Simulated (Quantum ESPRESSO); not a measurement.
AuRh4TiSnTa, a guest atom moved from site to site

Computed values, not a measurement. The program is pw.x of Quantum ESPRESSO 7.5 (plane-wave density functional theory). The cell is made up: eight metal atoms on a hexagonal close-packed lattice, with elements, volume, strain and displacements drawn at random and not relaxed, so it may be unstable or far from any real phase. PseudoDojo standard norm-conserving files set the functional (PBE unless stated); there is no spin polarisation or spin-orbit coupling, the Fermi-Dirac width of 0.25 eV means electrons at about 2900 K, and the masses in the input are unused placeholders. The tin pseudopotential is less sure than most, with forces differing by about three percent from a second method on plain tin. Heavy elements are run without spin-orbit coupling, which real alloys of them have. A spin test at this wide smearing found no moment, but such smearing suppresses magnetism that the real alloy may have.

The runs move one Au atom among sites that otherwise hold Rh. Cell, positions, cutoff, mesh and smearing stay as in the input of run 1; sites are counted in its order. Stress in the tables is positive in tension.

Input of run 1:

```
&control calculation='scf', pseudo_dir='./dojo.nc.sr.pbe.v0_5.standard.upf', outdir='./o', disk_io='medium', tprnfor=.true., tstress=.true. /
&system ibrav=0, nat=8, ntyp=5, nbnd=79, ecutwfc=87.97787729, nosym=.true., tot_charge=0,
 occupations='smearing', smearing='fd', degauss=0.0183746611
/
&electrons conv_thr=1.470e-08, electron_maxstep=70, mixing_beta=0.5 /
ATOMIC_SPECIES
Au 1.0 Au.upf
Rh 1.0 Rh.upf
Sn 1.0 Sn.upf
Ta 1.0 Ta.upf
Ti 1.0 Ti.upf
CELL_PARAMETERS angstrom
4.3481 -2.5108 0.0429
-2.9381 0.0113 -4.6886
2.8288 4.9004 0.056
ATOMIC_POSITIONS angstrom
Au 0.038 0.0112 -0.0239
Rh 1.2494 2.4753 0.112
Rh -0.0323 1.5997 -2.3394
Ti 1.3003 4.0943 -2.4602
Sn 2.834 -0.0207 -0.0997
Rh 4.5364 2.3339 0.1664
Rh 1.2856 -0.7046 -2.177
Ta 2.9224 1.6352 -2.2998
K_POINTS automatic
5 5 4 1 1 1
```

| run | elements on sites 1 to 8 | free energy less that of run 1 (eV) | -TS (eV) | pressure (GPa) | stress xx (GPa) | stress yy (GPa) | stress zz (GPa) | stress yz (GPa) | stress xz (GPa) | stress xy (GPa) | iterations |
| --- | --- | --- | --- | --- | --- | --- | --- | --- | --- | --- | --- |
| 1 | Au Rh Rh Ti Sn Rh Rh Ta | 0.000 | -1.677 | 0.09 | -1.85 | 1.52 | 0.05 | 5.50 | 2.93 | 2.95 | 19 |
| 2 | Rh Au Rh Ti Sn Rh Rh Ta | -0.192 | -1.606 | -0.37 | -1.04 | 0.62 | 1.53 | 3.35 | 3.33 | 2.77 | 16 |
| 3 | Rh Rh Rh Ti Sn Au Rh Ta | 0.034 | -1.649 | 0.01 | 0.70 | -0.91 | 0.20 | 4.15 | 1.96 | 0.04 | 17 |
| 4 | Rh Rh Rh Ti Sn Rh Au Ta | -0.111 | -1.640 | -0.03 | -0.61 | 0.01 | 0.69 | 4.80 | 1.38 | 0.10 | 18 |

Forces Fx Fy Fz (eV/Å):

| site | run 1 | run 2 | run 3 | run 4 |
| --- | --- | --- | --- | --- |
| 1 | -0.66 -0.28 0.82 | -0.38 -0.49 1.11 | -0.02 -0.16 1.25 | -0.60 -0.32 1.61 |
| 2 | 1.48 -0.31 -0.26 | 1.64 -0.64 -0.53 | 1.37 -0.76 -0.38 | 1.45 -0.40 -0.55 |
| 3 | -0.22 1.07 -0.68 | -0.12 0.94 -0.37 | -0.32 1.04 -0.25 | -0.27 1.42 -0.51 |
| 4 | 0.56 -0.06 1.72 | 0.34 0.32 1.10 | 0.25 0.59 1.58 | 0.07 0.11 1.24 |
| 5 | 1.09 0.06 1.13 | 0.48 -0.65 1.12 | 0.79 -0.14 1.12 | 1.05 -0.03 1.36 |
| 6 | -1.71 1.07 -0.55 | -1.58 1.50 -0.49 | -1.80 1.06 -1.28 | -1.29 0.99 -0.30 |
| 7 | 0.63 -1.97 -1.56 | 0.23 -1.85 -1.02 | 0.22 -1.85 -1.32 | 0.48 -1.98 -1.55 |
| 8 | -1.16 0.42 -0.62 | -0.61 0.88 -0.93 | -0.49 0.23 -0.72 | -0.89 0.21 -1.30 |

The sites are displaced and not relaxed, so the energy differences mix bonding between neighbours with strain and are not ordering energies. A rerun of one cell of this series at a higher cutoff and on a denser mesh moved values by no more than 0.003 eV in energy, 0.07 GPa in stress and 0.004 eV/Å in force, and a second program with other atomic files agreed on that cell to 2 % rms in force and 0.5 GPa in pressure.